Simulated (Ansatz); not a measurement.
A geometry of SiAs away from equilibrium: step 2 of the relaxation of a relaxed SiAs cell, doubled along one cell vector, shaken by Gaussian noise of σ = 0.08 Å a coordinate. All values below come from PBE (plane waves to 420 eV, PAW, scalar-relativistic; Ansatz, a first-principles code). Γ-centred k-mesh 4×7×4 on the run's cell (coarser than for final values), Fermi–Dirac smearing 0.05 eV.

```xyz
8
Lattice="6.8360 0.0136 0.0165 0.0114 1.7645 3.2606 0.0087 -3.5761 6.5468" Properties=species:S:1:pos:R:3:forces:R:3 pbc="T T T" free_energy=-21966.528 pressure_GPa=0.8
As     2.2561     0.8621     4.6997    0.0242    0.3960   -0.1877
As     2.1599    -0.9456     7.9276    0.1470    0.2567   -0.1819
As     4.6786    -0.9550     4.7840   -0.0968    0.3473   -0.1918
As     4.6930    -2.7285     8.0123   -0.1291    0.4369    0.3767
Si     0.9954    -0.8088     3.4793   -0.2986   -0.5351    0.2005
Si     0.9314    -2.6984     6.7214    0.0539   -0.1305    0.2953
Si     5.9120     0.8960     3.5849    0.0683   -0.5480   -0.3357
Si     5.9169    -0.9009     6.8330    0.2310   -0.2235    0.0246
```

Positions in Å, forces in eV/Å, free energy of the cell in eV (comparable only within this code, potentials and settings). Largest force: 0.65 eV/Å, on Si5, Si7 (atoms numbered as listed); the geometry lies 0.23 eV/atom above the end of its relaxation.

No spin polarisation in the result. No dispersion correction is included, so spacings between layers, chains or molecules are soft and tend to come out too large.

The end of the path is a generated cell of SiAs: the first start was made by a random draw of sites in a space group, and the end was not matched to a known phase here, so it may be hypothetical.
